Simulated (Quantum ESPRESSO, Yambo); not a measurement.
## Quasiparticle gap of RbBr at -2 % biaxial strain

```xyz
2
Lattice="3.9902 0.0000 0.0000 0.0000 3.9902 0.0000 0.0000 0.0000 4.1059" Properties=species:S:1:pos:R:3 pbc="T T T"
Br     1.9951     1.9951     2.0530
Rb     0.0000     0.0000     0.0000
```

The PBEsol cell relaxed from Materials Project entry mp-23303 was given a biaxial strain of -2 % along x and y, z relaxed, and the atoms were relaxed again.

Starting point: norm-conserving PBEsol (Quantum ESPRESSO, 46 Ry, no spin-orbit coupling). G0W0 in Yambo: 4×4×4 Γ-centred k mesh, 154 bands and a 10 Ry block in the screening, 154 bands in G with the Bruneval-Gonze terminator, plasmon pole fitted at 27.2 eV.

```
Property                                            Result
-------------------------------------------------  -------
PBEsol gap along the band path                     4.09 eV
PBEsol gap between the mesh's edge points (R → Γ)  4.09 eV
G0W0 gap between the same points                   6.54 eV
PBEsol smallest direct gap on the mesh (at Γ)      4.24 eV
G0W0 direct gap at that point                      6.71 eV
```

| k point | band | E PBEsol (eV) | E QP (eV) | shift (eV) | Z |
|---|---|---|---|---|---|
| Γ | VB | -0.15 | -1.91 | -1.75 | 0.82 |
| Γ | CB | 4.09 | 4.80 | 0.71 | 0.86 |
| R | VB | 0.00 | -1.74 | -1.74 | 0.82 |
| R | CB | 5.13 | 5.94 | 0.81 | 0.86 |
| A | VB | -1.57 | -3.42 | -1.86 | 0.81 |
| A | CB | 8.20 | 9.05 | 0.85 | 0.86 |

Energies count from the PBEsol valence-band maximum.

Convergence of the G0W0 settings was not tested.

Spin-orbit splittings are left out.

This is not the ordinary phase of the substance; no match was found in the copy of COD used, and its stability was not checked.
